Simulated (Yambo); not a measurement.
Material: NaF (rock salt, space group Fm-3m, No. 225); a = b = c = 3.272 Å, α = β = γ = 60.00° (2 atoms in the cell). Cell and atoms were relaxed with PBEsol from Materials Project entry mp-682, within its symmetry.

With PBEsol (pw.x of Quantum ESPRESSO, ONCV potentials, without SOC), the gap between the mesh's edge points (Γ → Γ) is 6.223 eV.

Task: What does a G0W0 run in Yambo give for it (6×6×6 Γ-centred k mesh, bands 2 to 93 and a 14 Ry block in the screening, 93 bands in G with the Bruneval-Gonze terminator, plasmon pole fitted at 27.2 eV)?

Result: The correction is 4.531 eV, giving 10.754 eV, 1.7 times the PBEsol value.  Nearest settings tried, and what they do to the gap: 33 bands in G: +72 meV. Not varied: bands in W, block, mesh. So the settings aren't converged at that level.
